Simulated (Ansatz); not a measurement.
## Sn$_{3}$Se: energy along a strain

Sn$_{3}$Se, Fm-3m, a = 7.316 Å. The structure is a Materials Project entry; whether it is the stable form wasn't checked. Ansatz: PBEsol, PAW, 420 eV, Γ-centred 12×12×12 mesh on 4 atoms, Gaussian smearing 0.15 eV; no spin polarisation. Cell vectors (Å): 0.000 3.658 3.658; 3.658 0.000 3.658; 3.658 3.658 0.000. The cell is strained by x per cent times the pattern (0 0 1 0 0 0) in the order xx yy zz yz xz xy (engineering shears), with fractional coordinates held. y is the free energy over the start, V0 = 24.478 Å³/atom. Points with a strain past 8.5 % were computed too (3) and aren't used here.

```
x (%) y (meV/atom)
-7.50         31.69
-5.00             ?
-2.50          3.30
 0.00          0.00
 2.50          2.30
 5.00          9.67
 7.50         21.52
```

Problem. Fit y = c1 x + c2 x² + c3 x³ to the other rows, get the stiffness along the pattern, and predict the missing energy.

Solution. Least squares on the rows shown. y = −0.17687 x + 0.47216 x² − 0.0089478 x³. The clamped-ion stiffness p·C·p = 2 × 4.722 eV × 160.2 / 24.478 Å³ = 62 GPa, which is C33 in these axes (C11 of the cubic crystal); c1 is there for the stress left in the start, which by itself gives a slope of -0.15 meV/atom per %. With a term in x⁴ added, the coefficient of x² becomes 0.4509, 5 % less, which shows how far this figure hangs on the form. At x = -5.00 the fit asked for gives 13.81 meV/atom. The run gave 13.60 meV/atom, so the fit is 0.21 meV/atom too high, within twice the rms miss on the fitted rows (0.13 meV/atom).

Cost: 10 runs of about 2.5 core-minutes in all, on Intel Xeon 6975P-C (Granite Rapids) (shared hosts).